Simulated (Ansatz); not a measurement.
CoIrPt in space group P3m1 (No. 156; Co on 1a, Pt on 1b, Ir on 1c), plane-wave PAW PBEsol (Ansatz code), all energies at zero smearing, with the estimated change up to a 700 eV cutoff added, with one set of potentials and settings (totals compare only within such a set). Cell of 3 atoms (1 Co, 1 Pt, 1 Ir): -29275.751 eV.

```
element                                reference phase  E (eV/atom)
-------  ---------------------------------------------  -----------
Co       P6_3/mmc, 2 atoms in the cell, spin-polarised   -5092.9959
Pt                          Fm-3m, 1 atoms in the cell  -12383.8180
Ir                          Fm-3m, 1 atoms in the cell  -11799.0386
```

Formation energy per atom, worked out: (-29275.751 − 1×(-5092.9959) − 1×(-12383.8180) − 1×(-11799.0386))/3 = 0.034 eV/atom (3 kJ per mol of atoms), at 0 K, without zero-point energy or fitted corrections.

The start of the workflow was typed in or built on a structure type; neither database checked (COD, Materials Project) lists it. Whether it is the stable phase at ambient conditions was not checked. The PBEsol relaxation kept the symmetry of its start; whether a distortion lowers the energy is not shown. Spin order of the final state: ferromagnetic, the only order run, not a proven ground state. The references are the lowest solids computed at this level, not always the standard phases. Scalar-relativistic: spin–orbit coupling is off unless named, which matters more the heavier the elements.

Potentials: the later of the program's two PAW sets.
